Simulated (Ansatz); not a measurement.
K$_{2}$S:
```xyz
3
Lattice="0.0000 3.6679 3.6679 3.6679 0.0000 3.6679 3.6679 3.6679 0.0000" Properties=species:S:1:pos:R:3 pbc="T T T"
K      5.5019     5.5019     5.5019
K      1.8340     1.8340     1.8340
S      0.0000     0.0000     0.0000
```

Cartesian axes are those of the cell as given.

Problem. Give the high-frequency dielectric tensor and the Born effective charge tensors of the independent atoms from DFPT, the program Ansatz at the PBEsol level (PAW).

Solution. 
ε∞:
```
3.16  0.00  0.00
0.00  3.16  0.00
0.00  0.00  3.16
```
Z* of atom 1 (K), rows: field, columns: displacement, in e:
```
0.97  0.00  0.00
0.00  0.97  0.00
0.00  0.00  0.97
```
Z* of atom 3 (S), rows: field, columns: displacement, in e:
```
-1.93   0.00   0.00
 0.00  -1.93   0.00
 0.00   0.00  -1.93
```

Static charges for comparison (Bader): K1 +0.75, S3 -1.50 e. Born charges measure polarisation by displacement and can exceed these by far.

Space group Fm-3m (anti-fluorite). The PBEsol relaxation kept the symmetry of its start.

Potentials: the later of the program's two PAW sets.
